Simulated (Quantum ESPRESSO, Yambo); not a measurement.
## Quasiparticle gap of MgS at -3 % isotropic strain

Space group F-43m (No. 216); a = b = c = 5.483 Å, α = β = γ = 90.00°

```csv
atom,site,symmetry,x,y,z
Mg,4a,-43m,0.0000,0.0000,0.0000
S,4d,-43m,0.7500,0.7500,0.7500
```
(The calculation used a cell of 2 atoms; values per cell refer to that cell.)

The PBEsol cell relaxed from Materials Project entry mp-13032 was given an isotropic strain of -3 % on all lattice vectors, and the atoms were relaxed again.

Starting point: norm-conserving PBEsol (Quantum ESPRESSO, 84 Ry, no spin-orbit coupling). G0W0 in Yambo: 4×4×4 Γ-centred k mesh, bands 5 to 100 and a 10 Ry block in the screening, 100 bands in G with the Bruneval-Gonze terminator, plasmon pole fitted at 27.2 eV.

The PBEsol gap along the band path is 3.61 eV and the PBEsol gap between the mesh's edge points (Γ → X) is 3.61 eV. The G0W0 gap between the same points is 5.54 eV and the PBEsol smallest direct gap on the mesh (at Γ) comes out as 3.77 eV. The G0W0 direct gap at that point is 5.69 eV.

| k point | band | E PBEsol (eV) | E QP (eV) | shift (eV) | Z |
|---|---|---|---|---|---|
| Γ | VB | 0.00 | -1.38 | -1.38 | 0.79 |
| Γ | CB | 3.77 | 4.30 | 0.53 | 0.82 |
| L | VB | -0.36 | -1.76 | -1.40 | 0.79 |
| L | CB | 5.32 | 6.07 | 0.75 | 0.82 |
| X | VB | -1.17 | -2.62 | -1.45 | 0.78 |
| X | CB | 3.61 | 4.16 | 0.54 | 0.83 |

Energies count from the PBEsol valence-band maximum.

Convergence of the G0W0 settings was not tested.

This is not the ordinary phase of the substance; no match was found in the copy of COD used, and its stability was not checked.
